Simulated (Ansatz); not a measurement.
# ZnO (P6_3mc): elasticity against pressure

```xyz
4
Lattice="3.1871 0.0000 0.0000 -1.5936 2.7601 0.0000 0.0000 0.0000 5.1525" Properties=species:S:1:pos:R:3 pbc="T T T"
Zn    0.0000    1.8401    2.5777
Zn    1.5936    0.9200    0.0015
O     1.5936    0.9200    1.9514
O     0.0000    1.8401    4.5276
```

This is the zero-pressure cell. At each pressure cell and atoms are relaxed in this structure, and the constants are slopes of the stress at strains of ±0.005 with relaxed ions (the coefficients that govern stability under load). Level: LDA, PAW on Ansatz 0.2.0's default frozen-core files (fitted under PBE), scalar-relativistic; k mesh 8×8×4, strains of ±0.005, fixed occupations, cutoff 420 eV. P is the pressure of the relaxed cell, less that of this one.

| P (GPa) | V/V₀ | C11 (GPa) | C12 (GPa) | C13 (GPa) | C33 (GPa) | C44 (GPa) |
| --- | --- | --- | --- | --- | --- | --- |
| 0.00 | 1.0000 | 219.8 | 138.1 | 123.5 | 238.3 | 37.7 |
| 1.01 | 0.9938 | 222.9 | 143.0 | 128.4 | 240.8 | 37.0 |
| 2.01 | 0.9879 | 226.2 | 147.9 | 133.6 | 243.4 | 36.3 |
| 4.01 | ? | ? | ? | ? | ? | ? |
| 7.00 | 0.9609 | 242.9 | 173.1 | 159.0 | 259.1 | 32.5 |
| 10.00 | 0.9465 | 250.8 | 187.6 | 174.0 | 268.2 | 30.0 |
| 15.00 | 0.9247 | 262.6 | 210.4 | 198.9 | 284.1 | 25.6 |

Task: Does the bulk modulus from the constants agree with the pressure-volume curve?

Result: A third-order Birch-Murnaghan fit to the volumes shown (F against f, f = [(V₀/V)^(2/3) − 1]/2) gives B₀ = 160.7 GPa and B′ = 4.5. Its −V dP/dV stands beside the Reuss value 1/ΣS_ij (i, j ≤ 3):

```
P (GPa)  from P(V)  from the constants
   0.00      160.7               160.9
   1.01      165.2               165.1
   2.01      169.7               169.6
   7.00      191.6               191.9
  10.00      204.5               204.5
  15.00      225.6               225.0
```

Task: What are the pressure derivatives at zero pressure?

Result: Slopes at V₀ of quadratic fits in −ln(V/V₀) through the first four rows shown, divided by B₀: dC11/dP = 3.1, dC12/dP = 4.8, dC13/dP = 5.0, dC33/dP = 2.3, dC44/dP = -0.7. The mean slopes up to 2.0 GPa are 3.2, 4.9, 5.1, 2.5, -0.7; curvature and scatter of the constants part the two.

Task: Fill the row at 4.01 GPa.

Result: Cubic fits in −ln(V/V₀) through all rows shown give C11 = 233.0, C12 = 157.9, C13 = 143.7, C33 = 249.4, C44 = 34.8 GPa. Computed: V/V₀ = 0.9766, C11 (GPa) = 233.0, C12 (GPa) = 158.1, C13 (GPa) = 143.5, C33 (GPa) = 249.7, C44 (GPa) = 34.8.

Task: Does a shear stiffness soften?

Result: C44 goes from 37.7 to 25.6 GPa; (C11 − C12)/2 goes from 40.8 to 26.1 GPa. C44 and (C11 − C12)/2 soften under pressure, though the lattice stays mechanically stable over this range.

Known limits: no other phase was computed; many crystals of this kind change structure within this range, and rows or crossings beyond such a change describe a metastable lattice; frozen-core PAW files fitted under PBE, their cores solved anew for the functional of the run; constants at zero field, no piezoelectric stiffening; phonons weren't checked at these pressures.
